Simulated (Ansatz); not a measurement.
**SiGeS$_{3}$: modes against the lattice constant**

Method: Ansatz, DFT LDA, scalar-relativistic, plane waves, PAW. Settings: 420 eV plane-wave cutoff, Γ-centred 8×8×8 mesh, Fermi-Dirac smearing of 0.15 eV. No spin polarisation. Phonons by linear response, acoustic sum rule imposed.

The cell is fixed (symmetry leaves no force on the atoms) and stands under 15.4 GPa:
```xyz
5
Lattice="4.2590 0.0000 0.0000 0.0000 4.2590 0.0000 0.0000 0.0000 4.2590" Properties=species:S:1:pos:R:3 pbc="T T T"
Ge    0.0000    0.0000    0.0000
Si    2.1295    2.1295    2.1295
S     2.1295    2.1295    0.0000
S     2.1295    0.0000    2.1295
S     0.0000    2.1295    2.1295
```

Its imaginary modes show that this cell, the ideal cubic perovskite prototype, isn't a minimum of the energy. In a metal, frequencies and elastic constants depend on the k mesh and the smearing, soft modes and shear constants most. A semilocal functional can close a gap that the real compound has.

**Question.** How do the optical zone-centre modes (counted from the lowest optical one, degenerate ones once; i marks imaginary ones) of this metal change over a = 4.259 and 4.387 Å?

**Answer.**
```csv
a (Å),4.259,4.387
pressure (GPa),15.4,4.4
mode 1 (cm⁻¹),190i,195i
mode 4 (cm⁻¹),140i,139i
mode 7 (cm⁻¹),48i,48i
mode 10 (cm⁻¹),578,466
```

Cost: 2 runs of about 3.5 core-minutes in all, on Arm Neoverse V2 (shared hosts).